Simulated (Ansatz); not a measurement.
Stationary points along a deformation path in Y

Method: DFT LDA, scalar-relativistic, plane waves, PAW (Ansatz 0.2.0). Cutoff 420 eV, Γ-centred 18×18×18 k-points, Gaussian smearing of 0.15 eV. No spin polarisation. Energies are free energies at this smearing, counted from the undisturbed cell; pressure is positive in compression.

The undisturbed cell (as given, not relaxed at this level; it stands at -1.7 GPa; this fcc form isn't the usual structure):

```xyz
1
Lattice="0.0000 2.4850 2.4850 2.4850 0.0000 2.4850 2.4850 2.4850 0.0000" Properties=species:S:1:pos:R:3 pbc="T T T"
Y     0.0000    0.0000    0.0000
```

At fixed volume and fractional coordinates, lengths along (0.577, 0.577, 0.577) are scaled against those across it; ρ is that ratio over its starting value. V = 30.691 Å³/atom. Δσ is the stress along the axis less the mean stress across it (compression positive).

```
    ρ  ΔE (meV/atom)  Δσ (GPa) space group
0.500          743.6      0.00        Pm-3m
0.600          664.3      7.33         R-3m
0.710          411.3     15.39         R-3m
1.000            0.0      0.00        Fm-3m
1.410          482.2    -20.91         R-3m
2.000         1809.5    -37.38         R-3m
```

Problem. How does the stress give the slope of the energy, and where is the energy stationary?

Solution. Along the path d ln(length) is 2/3 d ln ρ on the axis and −1/3 d ln ρ across it, so dE/d ln ρ = −(2/3) V Δσ: the energy falls with ρ where Δσ is positive. Δσ vanishes or changes sign at ρ = 0.500 (Pm-3m, an end of the scan), at 743.6 meV/atom; at ρ = 1.000 (Fm-3m), a minimum at 0.0 meV/atom. Pairs of stationary points between two samples would go unseen, and could change a minimum read from distant neighbours into a maximum. At ρ = 0.500, 1.000 the cell is cubic, where symmetry alone makes the stress isotropic and the slope zero.

In a metal these slopes depend on the k mesh and the smearing.